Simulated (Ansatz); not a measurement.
TiC:
```yaml
crystal:
  lattice:
    - [5.32971, 0.00000, 0.00000]
    - [-2.66486, 4.61567, 0.00000]
    - [0.00000, 0.00000, 2.96840]
  atoms:
    - { symbol: Ti, position: [0.50000, 0.00000, 0.00000] }
    - { symbol: Ti, position: [0.50000, 0.50000, 0.00000] }
    - { symbol: Ti, position: [0.00000, 0.50000, 0.00000] }
    - { symbol: C, position: [0.00000, 0.00000, 0.00000] }
    - { symbol: C, position: [0.33333, 0.66667, 0.50000] }
    - { symbol: C, position: [0.66667, 0.33333, 0.50000] }
```

Relaxed with PBE. Special points in fractions of this cell's reciprocal vectors: Γ (0.000, 0.000, 0.000); M (0.500, 0.000, 0.000); K (0.333, 0.333, 0.000); A (0.000, 0.000, 0.500); L (0.500, 0.000, 0.500); H (0.333, 0.333, 0.500).

Q: List the band energies nearest the Fermi level at these points for PBE (plane waves, PAW; program Ansatz).

A: In eV from the Fermi level; about four levels below and three above (degenerate sets whole), none deeper than 8.9 eV; points with the same levels are listed once.

| k | below | above |
|---|---|---|
| Γ | -2.33 -2.33 -1.88 -0.72 -0.72 | 0.58 1.22 1.22 |
| M | -1.71 -1.70 -1.52 -1.15 | 0.98 1.26 1.78 |
| K | -1.77 -1.77 -0.17 -0.17 | 1.22 2.37 2.40 2.40 |
| A | -0.74 -0.74 -0.20 -0.20 | 1.09 1.09 1.97 |
| L | -2.04 -2.03 -1.22 -0.27 | 0.10 0.93 1.71 |
| H | -1.75 -1.75 -0.05 -0.04 | 1.77 1.77 1.78 1.78 |

Space group P6/mmm. The cell is a constructed one: a structure type filled with these elements; neither database checked (COD, Materials Project) lists it. It is not the phase usual at ambient conditions (space group No. 225). The cell was relaxed with PBE under the symmetry of its start; whether a distortion lowers the energy is not shown. No spin polarisation was allowed.

Potentials: the later of the program's two PAW sets.
